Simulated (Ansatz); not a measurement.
Relaxed-ion elastic tensor of AlPt₃ in space group I4/mcm (No. 140; Al on 4b, Pt on 4a, Pt on 8h) in GPa (Voigt order), DFT-PBEsol in the program Ansatz with PAW potentials; density 17.46 g/cm³, 14.56 Å³ per atom.

```
     1    2    3    4    5     6
-  ---  ---  ---  ---  ---  ----
1  395  146  207  0.0  0.0   0.0
2  146  395  207  0.0  0.0   0.0
3  207  207  324  0.0  0.0   0.0
4  0.0  0.0  0.0  114  0.0   0.0
5  0.0  0.0  0.0  0.0  114   0.0
6  0.0  0.0  0.0  0.0  0.0  47.6
```

Is the crystal mechanically stable?

Yes: the smallest eigenvalue of C is 47.6 GPa.

Work out the Voigt, Reuss and Hill averages.

K_V = 248, K_R = 248, K_H = 248; G_V = 92.0, G_R = 79.0, G_H = 85.5 GPa.

Give Young's modulus, Poisson's ratio, Pugh's ratio and the universal anisotropy index.

E = 9KG/(3K + G) = 230 GPa; ν = 0.35; K/G = 2.90 (ductile by the Pugh limit of 1.75); A_U = 5G_V/G_R + K_V/K_R − 6 = 0.82.

Estimate the sound speeds and the Debye temperature.

v_l = √((K + 4G/3)/ρ) = 4560 m/s, v_t = √(G/ρ) = 2210 m/s, mean 2490 m/s; Θ = (h/k)(3n/4πV)^(1/3) v_m = 303 K.

How much does each axis shrink under pressure?

Linear compressibilities β_i = Σ_j S_ij (j = 1 to 3): x 1.3, y 1.3, z 1.4 per TPa.

The workflow started from a Materials Project entry (that database holds measured and hypothetical structures alike); the Crystallography Open Database copy checked does not list it. Its standing as an ambient phase is unchecked. Symmetry was held in the PBEsol relaxation; its stability against distortions is not shown here. The run is not spin-polarised. As this level gives no gap, shear constants depend on the k-mesh and smearing (Fermi–Dirac, 0.1 eV here). Scalar-relativistic: spin–orbit coupling is off unless named, which matters more the heavier the elements.

Potentials: the later of the program's two PAW sets.
